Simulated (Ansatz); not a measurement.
## zincblende-structured NbTe

Method: PBEsol, scalar-relativistic; collinear spin; PAW, 420 eV, 8×8×8 k-mesh, Gaussian smearing of 0.05 eV; code Ansatz. The datasets are Ansatz's generated set soft_2.

```
CELL_PARAMETERS angstrom
0.00000 3.13428 3.13428
3.13428 0.00000 3.13428
3.13428 3.13428 0.00000
ATOMIC_POSITIONS crystal
Nb 0.00000 0.00000 0.00000
Te 0.25000 0.25000 0.25000
```

The start was a prototype's sites filled with these elements, not a measured cell.

Magnetic state: ferromagnetic, site spin moments Nb 1.36 μB.

The cell is relaxed to zero pressure at this level.

Path: Γ–X–U | K–Γ–L–W–X, with Γ = (0.000, 0.000, 0.000), X = (-0.500, -0.500, 0.000), U = (-0.375, -0.375, 0.250), K = (-0.375, 0.000, 0.375), L = (0.000, 0.000, 0.500), W = (-0.500, -0.250, 0.250) in reciprocal vectors of the calculation's cell.

Q: Is it a metal or an insulator, and if it has a gap, where are the band edges on this path?

A: A metal: bands cross the Fermi level.

Levels between -5 and 3 eV from the Fermi level at the path's named points:
```tsv
point	spin	below E_F (eV)	above E_F (eV)
Γ	up	-3.93 -3.93 -3.93 -0.66 -0.66	1.25
Γ	down	-3.51 -3.51 -3.51	0.81 0.81 1.67
X	up	-3.16 -3.16 -1.25 -0.35 -0.16	0.52 0.52
X	down	-4.80 -2.88 -2.88 -0.58	0.89 1.39 1.39 1.44
U and K	up	-4.84 -3.83 -3.32 -1.28 -0.43 -0.18	0.93 1.16
U and K	down	-4.40 -3.52 -2.97 -0.52	0.84 0.90 2.04 2.23
L	up	-4.92 -3.67 -3.67 -0.40 -0.40 -0.15	1.91 1.91
L	down	-4.60 -3.22 -3.22	0.72 1.00 1.00 2.58 2.58
W	up	-4.45 -4.36 -3.18 -1.35 -0.61 -0.19	0.75 1.48
W	down	-4.04 -3.95 -2.92 -0.62	0.43 1.32 1.67 2.69
```

It took of the order of 70 core-seconds on a shared host.

These numbers lack spin–orbit coupling. Site moments are of spin, integrated over atomic spheres. No antiparallel order was tried.
